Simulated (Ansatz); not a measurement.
Ag2PdO2:
```cif
data_Ag4O4Pd2
_chemical_formula_sum 'Pd2 O4 Ag4'
_space_group_name_H-M_alt 'Immm'
_space_group_IT_number 71
_space_group_name_Hall '-I 2 2'
_cell_length_a 2.94123
_cell_length_b 4.44538
_cell_length_c 9.74790
_cell_angle_alpha 90.000
_cell_angle_beta 90.000
_cell_angle_gamma 90.000
loop_
_atom_site_label
_atom_site_type_symbol
_atom_site_symmetry_multiplicity
_atom_site_Wyckoff_symbol
_atom_site_fract_x
_atom_site_fract_y
_atom_site_fract_z
_atom_site_occupancy
Pd1 Pd 2 a 0.00000 0.00000 0.00000 1
O1 O 4 j 0.50000 0.00000 0.14179 1
Ag1 Ag 4 i 0.00000 0.00000 0.35995 1
```
(The calculation used a cell of 5 atoms; values per cell refer to that cell.)

Relaxed at zero pressure with the program Ansatz at the LDA level (PAW).

The volume is lowered by 6 % and shape and atoms relax at that volume. What pressure results, and how do the axes share the change?

9.1 GPa; a -2.5 %, b -0.9 %, c -2.8 %; the energy rises by 20 meV/atom.

Give the new structure.


Space group Immm (No. 71); a = 2.868 Å, b = 4.408 Å, c = 9.478 Å, α = 90.00°, β = 90.00°, γ = 90.00°

```tsv
atom	site	symmetry	x	y	z
Pd	2a	mmm	0.0000	0.0000	0.0000
O	4j	mm2	0.5000	0.0000	0.1481
Ag	4i	mm2	0.0000	0.0000	0.3601
```

The phase is kept; no other phase was compared at this pressure.

The workflow started from an entry of the Crystallography Open Database (COD). Its standing as an ambient phase is unchecked. The LDA relaxation kept the symmetry of its start; of distortions, only those at the zone centre were tested. No spin polarisation was allowed.

Potentials: the later of the program's two PAW sets.
